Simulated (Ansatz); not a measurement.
Input file of a DFT run on SnTe with Ansatz:

```yaml
crystal:
  lattice:
    - [0.0, 3.2063947866, 3.2063947866]
    - [3.2063947866, 0.0, 3.2063947866]
    - [3.2063947866, 3.2063947866, 0.0]
  atoms:
    - { symbol: Sn, position: [0.5, 0.5, 0.5] }
    - { symbol: Te, position: [0.0, 0.0, 0.0] }
basis:
  ecutwfc: 420
  ecutrho_ratio: 4
kpoints:
  mp_grid: { grid: [6, 6, 6] }
hamiltonian:
  xc: pbe
scf:
  occupations: { method: gaussian, width: 0.05 }
output:
  forces: true
  stress: true
  eigenvalues: true
```

Launched as:
```sh
ansatz run input.yaml --threads 4 --pin off --max-ram 7168MiB --backend cpu --events-out ev --progress --plain --runs-dir out
```

The start was a prototype's sites filled with these elements; the Crystallography Open Database holds the compound in this structure.

Q: Before reading the output: what should come out?

A: Pressure 0.0 GPa, gap on the mesh 0.05 eV (close to the smearing width) (PBE, scalar-relativistic).

What the program printed, in part:

```
Pseudopotentials: kind: paw
Pseudopotential: Sn, paw, valence charge 14, recommended cutoff 420 eV (normal), Sn.paw.azcp
Pseudopotential: Te, paw, valence charge 16, recommended cutoff 420 eV (normal), Te.paw.azcp
Crystal: 2 atoms, lattice volume = 65.930 Å³
Basis set: ecut = 420 eV, 1243 PW (Γ), exchange–correlation on 64×64×64 points (8 copies of the dense FFT grid, shifted against one another)
Bands: 19, of which v1, the nominal top of the filled ones, is band 15 counted from 1 (14 counted from 0)
Symmetry: 48 space group operations
Space group: Fm-3m (ITA 225), of the structure as read, at distance tolerance 4.0e-5 Å
k-points: 16 of 216
Initial density: superposition of atomic densities (neutral atoms: chi_scale 0, normalization atom), corrected by the library's trained network
Initial wavefunctions: pseudopotential atomic-orbital guess
Functional: x = pbe(κ = 0.804, μ = 0.21951), c = pbe(β = 0.06672)
```

SCF trace (energy estimate counted from the last row):
```tsv
iteration	ΔE (eV)	density residual (eV)
1	-1.4e-03	1.79e-4
2	4.1e-05	8.00e-5
3	3.0e-05	1.61e-5
4	-3.0e-06	4.00e-6
5	-1.0e-06	1.51e-6
6	0.000	9.55e-8
```

```
SCF 1 converged in 6 iterations: F = -13004.746226 eV  dr2 = 9.55e-8
SCF converged after 6 iterations
Free energy (F): -13004.746226 eV
E sigma→0 (E₀):  -13004.745839 eV
Entropy (-TS):   -0.000774 eV (-0.387 meV/atom)
Fermi energy:    8.926328 eV
--- Forces (eV/Å), atoms counted from 1 ---
  atom   1  Sn     0.00000000     0.00000000     0.00000000
  atom   2  Te     0.00000000     0.00000000     0.00000000
--- Stress (GPa, compression-positive) ---
       -0.008984       0.000000       0.000000
        0.000000      -0.008984       0.000000
        0.000000       0.000000      -0.008984
  P = ⅓ Tr σ = -0.0090 GPa (-0.090 kbar)
--- Band table (eV; the first three rows and the last of 16) ---
  k-point 0: bands = ["-28.0103", "-28.0103", "-28.0072", "-28.0072", "-28.0072", "-12.9885", "-12.9885", "-12.9862", "-12.9862", "-12.9862", "-3.5189", "4.0282", "6.9061", "6.9061", "6.9061", "12.1458", "12.1458", "12.1458", "13.7747"]
  k-point 1: bands = ["-28.0103", "-28.0103", "-28.0072", "-28.0071", "-28.0071", "-12.9896", "-12.9896", "-12.9859", "-12.9850", "-12.9850", "-3.3063", "3.0920", "6.9489", "6.9489", "7.5151", "11.1806", "11.1806", "11.1902", "13.7586"]
  k-point 2: bands = ["-28.0102", "-28.0102", "-28.0070", "-28.0068", "-28.0068", "-12.9920", "-12.9920", "-12.9853", "-12.9821", "-12.9821", "-2.7608", "1.6016", "7.0984", "7.0984", "8.2584", "9.8760", "9.9081", "9.9081", "14.7855"]
  k-point 15: bands = ["-28.0105", "-28.0099", "-28.0072", "-28.0066", "-28.0063", "-12.9991", "-12.9876", "-12.9864", "-12.9807", "-12.9778", "-2.0553", "1.8592", "4.0271", "4.8511", "7.1062", "10.9380", "12.4767", "14.0471", "14.2606"]
```

It ran for 0.52 s on 4 threads of Intel(R) Xeon(R) Platinum 8488C (Sapphire Rapids), with other jobs on the host, peak memory 0.41 GiB.

Absolute energies hang on the potentials; compare differences alone.

Scalar-relativistic only: spin–orbit splittings of the heavy atoms' levels are missing. A gap on the mesh alone may be smaller, or close, between its points. Spin–orbit coupling shifts the heavy anion's p levels by more than this gap and may close it. The k-mesh is coarse, so small energy differences aren't converged.
